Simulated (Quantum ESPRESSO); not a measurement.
# Planted mistakes on one cell of GaHf3O7F

Calculated results; nothing here was measured. They come from pw.x of Quantum ESPRESSO 7.5, a plane-wave density functional program, with PseudoDojo standard norm-conserving files (v0.5 for PBE, v0.4.1 for LDA and PBEsol). The cells are made up: elements, strain and atom displacements were drawn at random, and nothing was relaxed. There is no spin polarisation, spin-orbit coupling or dispersion term.

The hafnium file is less sure than the others, with forces about 3 percent (worst 6) and pressure in oxides about 1.5 GPa (worst 2.7) from a second method in checks, which no rerun with the same files tests.

The cell has 12 sites of a rutile lattice (two cells along c). Sites 1 to 4 hold Ga Hf Hf Hf; sites 5 to 12 hold O O O O O O O F. Cell vectors in Å: (4.834, -0.068, -0.007); (-0.068, 4.814, 0.035); (-0.009, 0.046, 6.307). Settings: PBE, cutoff 1143 eV, 5 x 5 x 4 k mesh shifted by half a step, Fermi-Dirac smearing of 0.025 eV.

The intended run has a self-consistency threshold of 1e-07 eV, a smearing term of 0.000 eV, a pressure of 5.07 GPa and 14 iterations. Each further run changes one thing: all lengths scaled by 0.9911; atoms of sites 10 and 12 exchanged; cutoff 696 eV; files of LDA; k mesh 1 x 1 x 1; one electron removed; smearing 0.79 eV; threshold 0.07 eV. A coarse mesh keeps the shift, and a charged cell sits in a uniform background.

```
run,change of free energy (eV),smearing term -TS (eV),change of P (GPa),largest change of a force component (eV/Å),iterations
A,-8.555,-0.011,-14.36,0.928,19
B,9.446,0.000,-63.11,0.110,13
C,-0.730,-3.017,3.10,0.600,14
D,0.353,0.000,-0.50,3.913,14
E,0.777,0.000,1.44,0.783,14
F,0.016,0.000,-0.91,0.071,7
G,6.171,0.000,-13.84,0.410,14
H,0.197,0.000,6.16,0.350,13
```

A rerun of the intended cell at 1437 eV and k mesh 7 x 7 x 6 moved values by no more than 0.004 eV in the cell's energy, 0.03 GPa in stress and 0.003 eV/Å in force.

Question: which change belongs to which run?

## Worked reading

Run F has the fewest iterations, as a run stopped early does. Run C has the largest smearing term, as wide smearing gives. Run B has a higher energy and the largest fall in pressure, as too small a basis gives. Run H changes the volume by a factor of 0.9735; minus its pressure change over the logarithm of that factor, 229 GPa, is a rough bulk modulus with clamped atoms. Energies from files of another functional, or of a charged cell, have another zero and say nothing on stability; the pressure of a charged cell rests on the program's zero of potential too.

## Key

```
run                              change
  A                one electron removed
  B                       cutoff 696 eV
  C                    smearing 0.79 eV
  D  atoms of sites 10 and 12 exchanged
  E                    k mesh 1 x 1 x 1
  F                   threshold 0.07 eV
  G                        files of LDA
  H        all lengths scaled by 0.9911
```